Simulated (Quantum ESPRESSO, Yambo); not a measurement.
K2NaScF6 (space group Fm-3m, No. 225): one geometry, one set of norm-conserving LDA (Quantum ESPRESSO, 88 Ry, no spin-orbit coupling) orbitals, self-energies from Yambo (2×2×2 Γ-centred k mesh, bands 3 to 304 and a 8 Ry block in the screening, 304 bands in G with the Bruneval-Gonze terminator, plasmon pole fitted at 27.2 eV).

```tsv
level	gap Γ → Γ (eV)
LDA (Quantum ESPRESSO)	6.41
exchange only (Hartree-Fock self-energy on LDA orbitals)	…
static COHSEX@LDA	11.88
G0W0@LDA, plasmon pole	10.45
G0W0@LDA, multipole fit to 8 frequencies, no terminator	10.23
G0W0@LDA, plasmon pole, no terminator	…
```

Task: What belongs in the gaps?

Result: 
- exchange only (Hartree-Fock self-energy on LDA orbitals), gap Γ → Γ (eV): 19.00
- G0W0@LDA, plasmon pole, no terminator, gap Γ → Γ (eV): 10.33

Bare exchange has no screening and gives the widest gap; static COHSEX screens it but leaves out the frequency dependence, which G0W0 restores.

Nearest settings tried, and what they do to the gap: 197 bands in W, 197 bands in G: +40 meV; 7 Ry block (339 vectors against 459): -11 meV. Not varied: mesh. So the settings aren't converged at that level. The k mesh is coarse.

Geometry of the Materials Project entry, not relaxed at this level; primitive cell a = b = c = 6.0880 Å, α = β = γ = 60.00°.
